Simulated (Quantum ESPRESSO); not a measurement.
# Band energies of GaN

```
GaN
1.0
    3.18380     0.00000     0.00000
   -1.59190     2.75725     0.00000
    0.00000     0.00000     5.18670
N Ga
2 2
Cartesian
  1.59190   0.91908   4.54260
  0.00000   1.83817   1.94925
  1.59190   0.91908   2.58911
  0.00000   1.83817   5.18246
```

norm-conserving PBE (stringent potentials; Quantum ESPRESSO, 114 Ry, without SOC); path ΓMKΓALHA,LM,KH; energies in eV from the valence-band maximum.

| k (1/Å) | point | band 22 | band 23 | band 24 | band 25 | band 26 | band 27 | band 28 | band 29 |
|---|---|---|---|---|---|---|---|---|---|
| 0.00 | Γ | -1.03 | -1.03 | -0.04 | 0.00 | 0.00 | 1.96 | 4.31 | 9.21 |
| 0.46 |  | -3.23 | -2.18 | -1.71 | -0.46 | -0.34 | 3.83 | 5.85 | 7.85 |
| 0.91 |  | -5.00 | -4.37 | -2.60 | -1.75 | -0.90 | 5.09 | 5.66 | 6.32 |
| 1.14 | M | -5.28 | -4.20 | -2.74 | -2.20 | -1.00 | 5.11 | 5.61 | 6.08 |
| 1.36 |  | -5.23 | -4.14 | -3.23 | -2.26 | -1.46 | 5.83 | 5.89 | 6.18 |
| 1.80 | K | -5.34 | -5.28 | -2.97 | -2.97 | -2.72 | 5.20 | 7.84 | 7.84 |
| 2.24 |  | -4.73 | -4.32 | -3.43 | -1.74 | -1.54 | 6.13 | 6.21 | 7.68 |
| 2.67 |  | -2.93 | -2.36 | -1.53 | -0.44 | -0.41 | 3.81 | 5.97 | 8.26 |
| 3.11 | Γ | -1.03 | -1.03 | -0.04 | 0.00 | 0.00 | 1.96 | 4.31 | 9.21 |
| 3.23 |  | -1.01 | -1.01 | -0.38 | -0.03 | -0.03 | 2.26 | 4.34 | 9.14 |
| 3.72 | A | -3.84 | -0.53 | -0.53 | -0.53 | -0.53 | 4.30 | 4.30 | 8.51 |
| 4.13 |  | -4.06 | -1.75 | -1.75 | -0.99 | -0.99 | 5.26 | 5.26 | 7.73 |
| 4.55 |  | -5.79 | -2.04 | -2.04 | -1.72 | -1.72 | 4.78 | 4.78 | 7.86 |
| 4.86 | L | -6.60 | -1.94 | -1.94 | -1.89 | -1.89 | 4.45 | 4.45 | 7.82 |
| 4.97 |  | -6.57 | -2.22 | -2.22 | -1.75 | -1.75 | 4.58 | 4.58 | 7.87 |
| 5.41 |  | -6.18 | -4.06 | -4.06 | -1.49 | -1.49 | 6.27 | 6.27 | 7.56 |
| 5.52 | H | -6.15 | -4.19 | -4.19 | -1.47 | -1.47 | 6.46 | 6.46 | 7.35 |
| 5.87 |  | -5.89 | -3.30 | -3.30 | -1.66 | -1.66 | 5.86 | 5.86 | 8.05 |
| 6.22 |  | -4.64 | -2.05 | -2.05 | -1.70 | -1.70 | 5.68 | 5.68 | 7.66 |
| 6.57 |  | -3.88 | -1.17 | -1.17 | -0.75 | -0.75 | 4.87 | 4.87 | 8.07 |
| 6.83 | A | -3.84 | -0.53 | -0.53 | -0.53 | -0.53 | 4.30 | 4.30 | 8.51 |
| 6.83 | L | -6.60 | -1.94 | -1.94 | -1.89 | -1.89 | 4.45 | 4.45 | 7.82 |
| 7.24 |  | -5.59 | -3.74 | -2.64 | -1.90 | -1.13 | 4.72 | 5.15 | 7.08 |
| 7.44 | M | -5.28 | -4.20 | -2.74 | -2.20 | -1.00 | 5.11 | 5.61 | 6.08 |
| 7.44 | K | -5.34 | -5.28 | -2.97 | -2.97 | -2.72 | 5.20 | 7.84 | 7.84 |
| 7.54 |  | -5.41 | -5.25 | -2.86 | -2.86 | -2.78 | 5.29 | 7.77 | 7.77 |
| 8.04 | H | -6.15 | -4.19 | -4.19 | -1.47 | -1.47 | 6.46 | 6.46 | 7.35 |

The PBE gap is direct, 1.96 eV at Γ.

Spin-orbit splittings are left out.

Geometry relaxed with PBEsol.
